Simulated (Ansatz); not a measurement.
Relaxed-ion elastic tensor of SiC12 in space group P6/mmm (No. 191; C on 12n, Si on 1b) in GPa (Voigt order), plane-wave PAW r²SCAN+D4 (Ansatz code); density 2.00 g/cm³, 10.97 Å³ per atom.

```json
[
 {"": "1", "1": "803", "2": "132", "3": "15.0", "4": "0.0", "5": "0.0", "6": "0.0"},
 {"": "2", "1": "132", "2": "803", "3": "15.0", "4": "0.0", "5": "0.0", "6": "0.0"},
 {"": "3", "1": "15.0", "2": "15.0", "3": "14.0", "4": "0.0", "5": "0.0", "6": "0.0"},
 {"": "4", "1": "0.0", "2": "0.0", "3": "0.0", "4": "-4.4", "5": "0.0", "6": "0.0"},
 {"": "5", "1": "0.0", "2": "0.0", "3": "0.0", "4": "0.0", "5": "-4.4", "6": "0.0"},
 {"": "6", "1": "0.0", "2": "0.0", "3": "0.0", "4": "0.0", "5": "0.0", "6": "335"}
]
```

**Question.** Is the crystal mechanically stable?

**Answer.** No: the smallest eigenvalue of C is -4.4 GPa.

The start of the workflow was typed in or built on a structure type; neither database checked (COD, Materials Project) lists it. Its standing as an ambient phase is unchecked. The cell was relaxed with r²SCAN+D4 under the symmetry of its start. At this level the phase is mechanically unstable. Its formation energy is positive at this level, so the cell may be metastable or incomplete. As this level gives no gap, shear constants depend on the k-mesh and smearing (Fermi–Dirac, 0.1 eV here).

Potentials: the earlier of the program's two PAW sets.
